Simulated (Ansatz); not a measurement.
Relaxed Re (hcp, Mg type):

```yaml
crystal:
  lattice:
    - [2.77511, 0.00000, 0.00000]
    - [-1.38756, 2.40332, 0.00000]
    - [0.00000, 0.00000, 4.48300]
  atoms:
    - { symbol: Re, position: [0.33333, 0.66667, 0.75000] }
    - { symbol: Re, position: [0.66667, 0.33333, 0.25000] }
```

In each cell atom 2 (Re, nearest neighbour Re at 2.755 Å; its periodic images, 2.8 Å or more away, move with it) moves by s·(1.000, 0.000, 0.000) (along Cartesian x), the rest being held.

Method: PBE (plane waves to 420 eV, PAW, scalar-relativistic; Ansatz, an electronic-structure program). k mesh 15×15×9 (Γ-centred), Fermi-Dirac smearing 0.05 eV. The energy includes the smearing's −TS. With partly filled bands, energies and forces of such displacements shift with the k mesh and the smearing. Re is run without spin polarisation. Re was relaxed with its symmetry unable to fall. Spin-orbit coupling is left out, though Re is heavy. The zero of ΔE is the undisplaced structure. The last digit holds for this mesh only.

```csv
s (Å),ΔE (meV/cell)
-0.550,572.2
-0.440,387.5
-0.330,229.3
-0.220,107.7
-0.110,28.5
0.000,0.0
0.110,28.5
0.220,107.7
0.330,229.3
0.440,387.5
0.550,572.2
```

Problem. What force constant k = d²E/ds² at s = 0 does the table give?

Solution. 4.8 eV/Å². It is the second difference of the nearest points, corrected with the next pair.

Problem. With k = 4.73 eV/Å² from the forces, is the well harmonic out to s = 0.550 Å?

Solution. ½ks² = 715 meV/cell against the computed 572 meV/cell, so the well is softer than harmonic there.

(For displaced atoms, the force is minus the slope of the energy, and its curvature is a force constant, which sets phonon frequencies.)
